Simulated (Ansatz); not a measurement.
LiCl (rock salt)

```
LiCl
1.0
    0.00000     5.15039     5.15039
    2.57520     2.57520     5.15039
    2.57520     2.57520     0.00000
Cl Li
2 2
Direct
  0.00000   0.00000   0.00000
  0.50000   0.00000   0.00000
  0.00000   0.50000   0.50000
  0.50000   0.50000   0.50000
```

The atoms are displaced by Q × the pattern below (from a DFPT mode at X = (0.5, 0.5, 0.0), largest move 1; Q in Å), at fixed cell. (q is in reciprocal vectors of the primitive cell; the cell shown is doubled to hold the pattern.)

```
atom      x      y       z
----  -----  -----  ------
Cl1   0.000  0.000  -1.000
Cl2   0.000  0.000   1.000
Li3   0.000  0.000   0.057
Li4   0.000  0.000  -0.057
```

Level of theory: PBE (plane waves to 420 eV, PAW, scalar-relativistic; Ansatz, a first-principles code). k mesh 11×11×11 (Γ-centred), Fermi-Dirac smearing 0.05 eV. The energy includes the smearing's −TS. LiCl was relaxed with its symmetry unable to fall. ΔE is measured from the undisplaced structure.

```json
[
 {"Q (Å)": "-0.1000", "ΔE (meV/cell)": "47.8"},
 {"Q (Å)": "-0.0833", "ΔE (meV/cell)": "33.1"},
 {"Q (Å)": "-0.0667", "ΔE (meV/cell)": "21.1"},
 {"Q (Å)": "-0.0500", "ΔE (meV/cell)": "withheld"},
 {"Q (Å)": "-0.0333", "ΔE (meV/cell)": "5.3"},
 {"Q (Å)": "-0.0167", "ΔE (meV/cell)": "1.3"},
 {"Q (Å)": "0.0000", "ΔE (meV/cell)": "0.0"},
 {"Q (Å)": "0.0167", "ΔE (meV/cell)": "1.3"},
 {"Q (Å)": "0.0333", "ΔE (meV/cell)": "5.3"},
 {"Q (Å)": "0.0500", "ΔE (meV/cell)": "withheld"},
 {"Q (Å)": "0.0667", "ΔE (meV/cell)": "21.1"},
 {"Q (Å)": "0.0833", "ΔE (meV/cell)": "33.1"},
 {"Q (Å)": "0.1000", "ΔE (meV/cell)": "47.8"}
]
```

Q: Fit an even polynomial form (powers 2, 4) to the given rows and predict ΔE at Q = 0.0500.

A: Least squares on the 11 given rows: ΔE = (4731)·Q² + (5003)·Q⁴, in meV/cell with Q in Å; root-mean-square residual 0.03 meV/cell. At 0.0500 the fit gives 11.9 meV/cell; the calculation gives 11.9 meV/cell, the same to the digits shown. The quadratic term alone would give 11.8 meV/cell.

(For displaced atoms, the force is minus the slope of the energy, and its curvature is a force constant, which sets phonon frequencies.)
